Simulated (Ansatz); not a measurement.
The elements of this relaxed trial crystal are hidden behind letters.

```
lattice vectors (Å)
   4.7574    0.0000    0.0000
   0.0000    4.7574    0.0000
   0.0000    0.0000    4.3398
fractional positions
X 0.0000 0.5000 0.5000
X 0.5000 0.0000 0.5000
X 0.5000 0.5000 0.0000
Z 0.0000 0.0000 0.0000
```

Method: DFT PBE, scalar-relativistic, plane waves, PAW in Ansatz. Settings of the last relaxation (4-atom cell): 420 eV, 10×10×10 k points, Gaussian smearing of 0.10 eV, no spin polarisation.

```
Space group                                 : P4/mmm (No. 123)
Conventional cell                           : a = 4.757 Å, c = 4.340 Å
Volume per atom                             : 24.56 Å³
Density                                     : 3.39 g/cm³
Energy over the elements                    : −0.15 eV/atom
Gap on the 10×10×10 mesh of the 4-atom cell : 0 eV (a metal)
```

Energies are uncorrected and count from the elements' standard states at the same level.

**Question.** X is an s-block element of period 3 and Z is a p-block element of period 5. Which elements are they?

**Answer.** X = Mg, Z = Te, so the formula is Mg3Te. Density times volume gives a mean mass of 3.39 × 24.56/1.6605 = 50.1 u per atom, and this set has 50.1 u. Among the elements that the hints allow, noble gases aside, only these give it. Around Mg on a site of symmetry mmm lie 4 Te at 3.22 Å and 8 Mg at 3.22–3.36 Å; Mg on a site of symmetry 4/mmm is surrounded by 8 Mg at 3.22 Å and 4 Te at 3.36 Å; around Te lie 12 Mg at 3.22–3.36 Å.

Spin–orbit coupling, which can matter for Te, is left out. A structure relaxed within its symmetry needn't be a true minimum.
